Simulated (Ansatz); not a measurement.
Cs2IBrCl6:
Space group Fm-3m (No. 225); a = b = c = 11.2419 Å, α = β = γ = 90.00°

```json
[
 {"atom": "Cs", "site": "8c", "symmetry": "-43m", "x": "0.2500", "y": "0.2500", "z": "0.2500"},
 {"atom": "I", "site": "4a", "symmetry": "m-3m", "x": "0.0000", "y": "0.0000", "z": "0.0000"},
 {"atom": "Br", "site": "4b", "symmetry": "m-3m", "x": "0.5000", "y": "0.5000", "z": "0.5000"},
 {"atom": "Cl", "site": "24e", "symmetry": "4m.m", "x": "0.0000", "y": "0.0000", "z": "0.2291"}
]
```
(The calculation used a cell of 10 atoms; values per cell refer to that cell.)

Relaxed with r²SCAN.

**Question.** Tabulate the valence density and the electron localisation function along the shortest I–Cl contact (2.58 Å), r²SCAN (plane waves, PAW; program Ansatz).

**Answer.** 

```csv
distance from I (Å),density (e/Å³),ELF
0.26,15.36,0.24
0.39,11.20,0.26
0.52,6.50,0.40
0.64,2.90,0.53
0.77,1.30,0.60
0.90,0.88,0.59
1.03,0.67,0.55
1.16,0.54,0.51
1.29,0.49,0.50
1.42,0.52,0.55
1.55,0.63,0.66
1.67,0.85,0.75
1.80,1.17,0.79
1.93,1.53,0.77
2.06,1.67,0.70
2.19,1.36,0.56
2.32,0.68,0.37
```

The density is the valence pseudo-density with augmentation charge, so density and ELF within about 1 Å of a nucleus are not all-electron values.

The first step of the workflow began from a Materials Project structure, measured or hypothetical; the Crystallography Open Database copy checked does not list it. Its standing as an ambient phase is unchecked. Symmetry was held in the r²SCAN relaxation; its stability against distortions is not shown here. Spin–orbit coupling is left out wherever it is not named.

Potentials: the later of the program's two PAW sets.
